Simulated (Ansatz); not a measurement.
Relaxed Pb (fcc, Cu type):

```xyz
4
Lattice="5.0339 0.0000 0.0000 0.0000 5.0339 0.0000 0.0000 0.0000 5.0339" Properties=species:S:1:pos:R:3 pbc="T T T"
Pb     0.0000     0.0000     0.0000
Pb     2.5170     2.5170     0.0000
Pb     2.5170     0.0000     2.5170
Pb     0.0000     2.5170     2.5170
```

In this cell atom 2 (Pb, nearest neighbour Pb at 3.560 Å; its periodic images, 5.0 Å or more away, move with it) is moved by s along Cartesian [110], unit vector (0.707, 0.707, 0.000); all other atoms and the cell stay fixed.

Method: PBE (plane waves to 420 eV, PAW, scalar-relativistic; Ansatz, a quantum-chemistry and plane-wave program). k mesh 8×8×8 (Γ-centred), Fermi-Dirac smearing 0.05 eV. E stands for the smeared free energy. With partly filled bands, energies and forces of such displacements shift with the k mesh and the smearing. On this mesh the relaxed cell isn't quite at rest: it carries a pressure of 0.2 GPa (compression positive) at the zero of the scan. Pb was relaxed with its symmetry unable to fall. Spin-orbit coupling is left out, though Pb is heavy. The relaxed volume of Pb is well above the measured one; the method has no dispersion term. The zero of ΔE is the undisplaced structure.

The scan covers s from -0.360 to 0.360 Å in 11 points.

Problem. Is this a single well or a double well?

Solution. A single well with its minimum at or next to zero displacement.

Problem. Is the energy the same for equal positive and negative displacements?

Solution. Even: the same for both signs. With its periodic images moving along, the atom's site symmetry in this cell is m-3m.

Problem. What is the energy change at s = 0.360 Å?

Solution. 84 meV/cell.

Problem. What force acts on the atom along the line at s = -0.360 Å?

Solution. 0.545 eV/Å.

Problem. What is the force constant k = d²E/ds² of this move at s = 0?

Solution. 1.10 eV/Å².

(A displaced cell: forces are minus the slopes of the energy, force constants its curvatures, and phonons follow from these.)
